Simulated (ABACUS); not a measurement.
A self-consistent single point of Ru (P6_3/mmc, 2 atoms in the cell; from Materials Project mp-33, changed as shown).

```
CELL_PARAMETERS angstrom
      2.71568     0.00000     0.00000
     -1.35784     2.35185     0.00000
      0.00000     0.00000     4.23767
ATOMIC_POSITIONS crystal
  Ru 0.33333 0.66667 0.25000
  Ru 0.66667 0.33333 0.75000
```

All values come from this method and carry its errors: PBEsol, PseudoDojo 0.4 standard norm-conserving PBEsol (tails mended) pseudopotentials (plane waves; ABACUS).

ABACUS settings:

KPT: Gamma 14 14 8 0 0 0
basis_type: pw
ecutwfc: 84 Ry
smearing_method: mp
smearing_sigma: 0.0199916 Ry
potentials: PseudoDojo 0.4 standard norm-conserving PBEsol (tails mended)
symmetry: 1
ks_solver: dav_subspace
scf_nmax: 100
scf_thr: 1.0e-09 Ry
mixing_type: broyden
mixing_beta: 0.4

Results:

| Quantity | Value |
|---|---|
| Number of valence electrons | 32 |
| Number of bands | 26 |
| Number of k-points after the program's reduction | 285 |
| Number of plane waves (most at a k-point) | 2404 |
| Number of SCF iterations | 9 |
| FFT grid | 30 × 30 × 48 |
| Free energy E − TS | -5498.0094 eV |
| Fermi level (on the code's own zero) | 23.66 eV |
| Pressure | -4.53 GPa |

Stress (GPa, positive for compression):
```
-6.20   0.00   0.00
 0.00  -6.20   0.00
 0.00   0.00  -1.20
```

For comparison: a first run was changed to give this one (lattice vector c scaled by 0.99), and from it to this one the free energy falls by 3.9 meV/atom and the pressure goes from -7.90 to -4.53 GPa.

The structure comes from a collection of computed structures, made at another level of theory; the collection holds predicted forms beside known ones. Its lattice was then scaled.

Cost on one core: about 5 core-minutes (a rough figure).

“Tails mended”: in these copies of the files the far tail of each local potential was reset to the Coulomb form.
